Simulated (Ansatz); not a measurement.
PbIBr:
```yaml
crystal:
  lattice:
    - [8.76980, 0.00000, 0.00000]
    - [0.00000, 4.45849, 0.00000]
    - [0.00000, 0.00000, 10.62514]
  atoms:
    - { symbol: Pb, position: [0.15386, 0.75000, 0.84457] }
    - { symbol: Pb, position: [0.84614, 0.25000, 0.15543] }
    - { symbol: Pb, position: [0.34614, 0.25000, 0.34457] }
    - { symbol: Pb, position: [0.65386, 0.75000, 0.65543] }
    - { symbol: I, position: [0.99702, 0.25000, 0.67232] }
    - { symbol: I, position: [0.00298, 0.75000, 0.32768] }
    - { symbol: I, position: [0.50298, 0.75000, 0.17232] }
    - { symbol: I, position: [0.49702, 0.25000, 0.82768] }
    - { symbol: Br, position: [0.34201, 0.75000, 0.55171] }
    - { symbol: Br, position: [0.65799, 0.25000, 0.44829] }
    - { symbol: Br, position: [0.15799, 0.25000, 0.05171] }
    - { symbol: Br, position: [0.84201, 0.75000, 0.94829] }
```

Relaxed with r²SCAN+D4.

Question: Map the electron localisation function on the plane through (0.154, 0.750, 0.845) spanned by u = [1, 0, 0] and v = [0, 0, 1] in lattice vectors, from r²SCAN+D4 in the plane-wave PAW code Ansatz.

Answer: x is the fraction of u, y of v (the angle between them is 90°; rows are the nearest grid lines); atoms in the plane: Pb at (0.00, 0.00), Pb at (0.50, 0.81), I at (0.85, 0.48), I at (0.35, 0.33), Br at (0.19, 0.71), Br at (0.69, 0.10).
```
|0003554310000000000002578999886411343000|
|1235543100000000011111001122210001244321|
|4455432000000000122333210000000001234444|
|3221000000000012344444544310000000011223|
|0012578887642113431000355420000000000000|
|0378999999997422442002454420000000000000|
|1589996335999632344334554420000000000001|
|2689960000599852122333332100000000000002|
|0268998778998741000000000000124455431000|
|0003678888875210000000000015789988888630|
|3000245666531000000000000147898877778863|
|8520000000000000000000001478876533356788|
|8741000011346677654200001478765218225788|
|8730001357777777788841000257776654567788|
|7520002577776666678862000146777666677887|
|2000014787653111367874100001356778877642|
|0000014788763212467863000000000111110000|
|0000002589887777778710012344321000000000|
|0000000368998888887500136777765310000000|
|0000000002567776531014789999999863100000|
|2332210000000000000058997100169985211222|
|4455443100000000000068998300279973224444|
|1235544200000000000048999876899852234321|
|0003554310000000000002578999886411343000|
```
Scale: ten equal steps from 0.001 (start of '0') to 0.902 (end of '9'), in the order '0123456789'; x runs from 0.000 to 1.00, y from 0.000 (bottom) to 1.00 (top).

The density is the valence pseudo-density with augmentation charge, so density and ELF within about 1 Å of a nucleus are not all-electron values.

Space group Pnma. The workflow started from a Materials Project entry (that database holds measured and hypothetical structures alike); the Crystallography Open Database copy checked does not list it. Its standing as an ambient phase is unchecked. Symmetry was held in the r²SCAN+D4 relaxation; whether a distortion lowers the energy is not shown. Spin–orbit coupling is left out wherever it is not named.

Potentials: the later of the program's two PAW sets.
